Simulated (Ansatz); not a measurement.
A structure of SnS relaxed with PBEsol (plane waves to 420 eV, PAW, scalar-relativistic; Ansatz, a first-principles code); single points at other levels follow on the same geometry (Ansatz, PAW; PBEsol+SOC at 420 eV on a 14×14×14 k-mesh; spin-orbit coupling only where +SOC is written). Space group Fm-3m (No. 225).

```
CELL_PARAMETERS angstrom
      0.00000     2.87202     2.87202
      2.87202     0.00000     2.87202
      2.87202     2.87202     0.00000
ATOMIC_POSITIONS crystal
  Sn 0.50000 0.50000 0.50000
  S  0.00000 0.00000 0.00000
```

```csv
level,gap (eV),kind,conduction minimum
PBEsol,0.13,direct,"k = (0, 0.0714, -0.4286)"
PBEsol+SOC,…,…,…
```

### Question
Complete the blanks.

### Answer

- PBEsol+SOC, gap (eV): 0.20
- PBEsol+SOC, kind: direct
- PBEsol+SOC, conduction minimum: k = (0, 0.0714, -0.4286)

The shift from spin-orbit coupling is approximate. No spin polarisation in the result.

The run could not lose the symmetry of its start.

The first start was generated by placing the elements on the sites of a structure type. A measured structure of SnS has the same space group, Fm-3m (No. 225); the sites were not compared with it. Another known form has space group No. 62.
